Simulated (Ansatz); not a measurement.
## Te2Mo: a prediction, then the measurements

All numbers below come from Ansatz 0.2.0, DFT PBE, scalar-relativistic, plane waves, PAW.

Plane waves to 420 eV, a k mesh through Γ of 12×12×2 on the computed 6-atom cell and Gaussian smearing (0.02 eV); no spin polarisation.

Relaxed structure:

```
Te Mo
1.0
     3.55688    0.00000    0.00000
    -1.77844    3.08035    0.00000
     0.00000    0.00000   15.34299
Te Mo
4 2
Cartesian
  0.0000 2.0536 9.6988
  1.7784 1.0268 2.0273
  0.0000 2.0536 13.3156
  1.7784 1.0268 5.6442
  0.0000 2.0536 3.8357
  1.7784 1.0268 11.5072
```

| Quantity | Value |
| --- | --- |
| Space group | P6_3/mmc (No. 194) |
| Volume per atom | 28.02 Å³ |
| Formation energy from the elements' standard states (uncorrected) | -0.267 eV/atom |
| Kohn–Sham band gap | 0.97 eV, indirect from K to (0.193, 0.195, 0.000) |
| Orbital (Löwdin) character of the top 1 eV of the valence band | Mo 4d 56 %, Te 5p 40 % |
| Orbital (Löwdin) character of the lowest 1 eV of the conduction band | Mo 4d 66 %, Te 5p 28 % |
| Electron masses at the edge by direction of the standard setting (m_e; one valley, along these axes only; no spin-orbit coupling) | x: 0.70; y: 0.48; z: 0.65 |
| Hole masses at the edge by direction of the standard setting (m_e; one valley, along these axes only; no spin-orbit coupling) | x: 0.66; y: 0.66; z: 2.5 |
| Bader charge by site (e) | Te (4 in the cell) -0.31, Mo (2 in the cell) 0.61 |

Spin-orbit coupling is left out, which matters for the bands of heavy elements. The cell holds layers, chains or molecules and no dispersion correction was added, so their binding is poorly described.

**Against measurements.**

Against the measured lattice constant a of Te2Mo, 3.52085 Å (quoted in “MBE growth of 2H-MoTe2 and 1T'-MoTe2 on 3D substrates”, 2017, arxiv:1705.00651), the calculated 3.557 Å is off by +1.0 %. Against the measured lattice constant c of Te2Mo, 13.9664 Å (quoted in “MBE growth of 2H-MoTe2 and 1T'-MoTe2 on 3D substrates”, 2017, arxiv:1705.00651), the calculated 15.343 Å is off by +9.9 %. The calculation is for 0 K without zero-point motion.

The cell was reached from a generator's guess, though it ends in a space group that the Crystallography Open Database lists for this formula. Kohn–Sham gaps at this level usually fall short of measured ones. Löwdin shares on free-atom orbitals overweight diffuse shells in the empty bands.
